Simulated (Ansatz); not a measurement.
An ordered 4-atom cell of K2IF on the rocksalt lattice (R-3m) at its r2SCAN geometry, run in Ansatz 0.2.0 at 2 levels of theory. The cell comes from a prototype generator: it can be a known phase or a hypothetical one. No magnetic order is allowed.

The PBE+SOC input:
```yaml
crystal:
  lattice:
    - [2.1686786482, 1.2520872013, 7.306100431]
    - [-2.1686786482, 1.2520872013, 7.306100431]
    - [0.0, -2.5041744026, 7.3061004311]
  atoms:
    - { symbol: F, position: [1.0, 0.0, 0.0] }
    - { symbol: I, position: [0.5, 0.5, 0.5] }
    - { symbol: K, position: [0.2724996286, 0.2724996286, 0.2724996286] }
    - { symbol: K, position: [0.7275003714, 0.7275003714, 0.7275003714] }
kpoints:
  mp_grid: { grid: [8, 8, 8] }
  band_path:
    path:
      - [0.0, 0.0, 0.0]
      - [0.5, 0.5, 0.5]
      - [0.813753607, 0.186246393, 0.5]
      - [0.5, -0.186246393, 0.186246393]
      - [0.5, 0.0, 0.0]
      - [0.3431231965, -0.3431231965, 0.0]
      - [0.6568768035, 0.0, 0.3431231965]
      - [0.5, 0.0, 0.5]
    npoints: 1
hamiltonian:
  xc: pbe
scf:
  occupations: { method: fixed }
  n_extra_bands: 10
magnetization:
  noncollinear: true
  spin_orbit: true
output:
  forces: true
  stress: true
  eigenvalues: true
```

Main results, then, where recorded, the levels near the gap in eV from the Fermi energy (columns number the bands from 0), one row a point of the path (Γ, T, H₂, H₀, L, S₀, S₂, F):
```
Crystal: 4 atoms, lattice volume = 119.033 Å³
Symmetry: 12 space group operations + 12 with time reversal
Magnetic group: BNS 166.98 (UNI 1328)
```
```
Basis set: ecut = 420 eV, 2341 PW (Γ), FFT grids on a1−a3, a2−a3, a3
k-points: 65 of 512
SCF 1 converged in 11 iterations: F = -11405.112505 eV  dr2 = 7.22e-9
Free energy (F): -11405.112505 eV
Fermi energy:    4.160255 eV
--- Forces (eV/Å), atoms counted from 1 ---
  atom   1  F       0.00000      0.00000      0.00000
  atom   2  I       0.00000      0.00000      0.00000
  atom   3  K       0.00000      0.00000    -0.07753
  atom   4  K       0.00000      0.00000      0.07753
--- Stress (GPa, compression-positive) ---
        0.797562       0.000000       0.000000
        0.000000       0.797562       0.000000
        0.000000       0.000000       0.950516
  P = ⅓ Tr σ = 0.8485 GPa (8.485 kbar)
```
```tsv
band_34	band_35	band_36	band_37	band_38	band_39	band_40	band_41	band_42	band_43	band_44	band_45	band_46	band_47
-3.089	-3.089	-1.906	-1.906	-0.577	-0.577	0.000	0.000	2.758	2.758	5.384	5.384	5.866	5.866
-3.057	-3.057	-2.209	-2.209	-0.627	-0.627	-0.010	-0.010	4.166	4.166	4.443	4.443	5.103	5.103
-2.944	-2.944	-2.270	-2.270	-1.515	-1.515	-1.317	-1.317	5.039	5.039	5.495	5.495	5.882	5.882
-2.944	-2.944	-2.270	-2.270	-1.515	-1.515	-1.317	-1.317	5.039	5.039	5.495	5.495	5.882	5.882
-2.940	-2.940	-2.462	-2.462	-1.551	-1.551	-0.696	-0.696	4.574	4.574	5.202	5.202	5.445	5.445
-2.943	-2.943	-2.269	-2.269	-1.519	-1.519	-1.327	-1.327	5.020	5.020	5.669	5.669	5.745	5.745
-2.943	-2.943	-2.269	-2.269	-1.519	-1.519	-1.327	-1.327	5.020	5.020	5.669	5.669	5.745	5.745
-2.965	-2.965	-2.384	-2.384	-1.525	-1.525	-0.694	-0.694	4.402	4.402	5.167	5.167	5.750	5.750
```

PBE+SOC gives a direct gap of 2.76 eV at Γ.

r2SCAN. Against the first input these blocks differ (the band path and keys that only write files left aside):
```yaml
hamiltonian:
  xc: r2scan
scf:
  occupations: { method: fixed }
  n_extra_bands: 5
```
(magnetization left out)

```
Basis set: ecut = 500 eV, 2973 PW (Γ), FFT grids on a1−a3, a2−a3, a3
k-points: 65 of 512
SCF 1 converged in 7 iterations: F = -11428.619973 eV  dr2 = 1.47e-8
Free energy (F): -11428.619973 eV
Fermi energy:    3.502451 eV
--- Forces (eV/Å), atoms counted from 1 ---
  atom   1  F       0.00000      0.00000      0.00000
  atom   2  I       0.00000      0.00000      0.00000
  atom   3  K       0.00000      0.00000    -0.00179
  atom   4  K       0.00000      0.00000      0.00179
--- Stress (GPa, compression-positive) ---
        0.019698       0.000000       0.000000
        0.000000       0.019698       0.000000
        0.000000       0.000000      -0.037114
  P = ⅓ Tr σ = 0.0008 GPa (0.008 kbar)
```
```tsv
band_17	band_18	band_19	band_20	band_21	band_22	band_23
-2.941	-1.455	0.000	0.000	3.628	6.345	6.691
-2.900	-1.752	-0.009	-0.009	5.029	5.235	6.111
-2.787	-1.533	-1.347	-1.223	5.810	6.350	6.698
-2.787	-1.533	-1.347	-1.223	5.810	6.350	6.698
-2.785	-1.959	-1.266	-0.474	5.365	6.068	6.251
-2.786	-1.492	-1.401	-1.221	5.797	6.515	6.582
-2.786	-1.492	-1.401	-1.221	5.797	6.515	6.582
-2.802	-1.900	-1.245	-0.474	5.165	5.981	6.586
```

r2SCAN gives a direct gap of 3.63 eV at Γ. The mean stress is close to zero (0.00 GPa).

Totals of different functionals, or with and without spin-orbit coupling, can't be compared.

Only the levels marked +SOC include spin-orbit coupling.
